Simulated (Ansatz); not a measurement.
C:
```
CELL_PARAMETERS angstrom
      0.00000     1.77688     1.77688
      1.77688     0.00000     1.77688
      1.77688     1.77688     0.00000
ATOMIC_POSITIONS crystal
  C  0.75000 0.75000 0.75000
  C  0.50000 0.50000 0.50000
```

Relaxed with PBEsol. Special points in fractions of this cell's reciprocal vectors: Γ (0.000, 0.000, 0.000); X (0.500, 0.000, 0.500); U (0.625, 0.250, 0.625); K (0.375, 0.375, 0.750); L (0.500, 0.500, 0.500); W (0.500, 0.250, 0.750).

### Question
List the band energies nearest the valence-band maximum at these points for DFT-PBEsol in the program Ansatz with PAW potentials.

### Answer
In eV from the valence-band maximum; about four levels below and three above (degenerate sets whole), none deeper than 8.9 eV; … stands for higher levels left out; points with the same levels are listed once.

```csv
k,below,above
Γ,0.00 0.00 0.00,…
X,-6.41 -6.41,4.63 4.63 …
U,-5.46,5.56 10.71 …
L,-2.85 -2.85,8.43 8.43 …
W,-8.51 -8.51,10.51 10.51 …
```

Space group Fd-3m (diamond). The cell was relaxed with PBEsol under the symmetry of its start.

Potentials: the later of the program's two PAW sets.
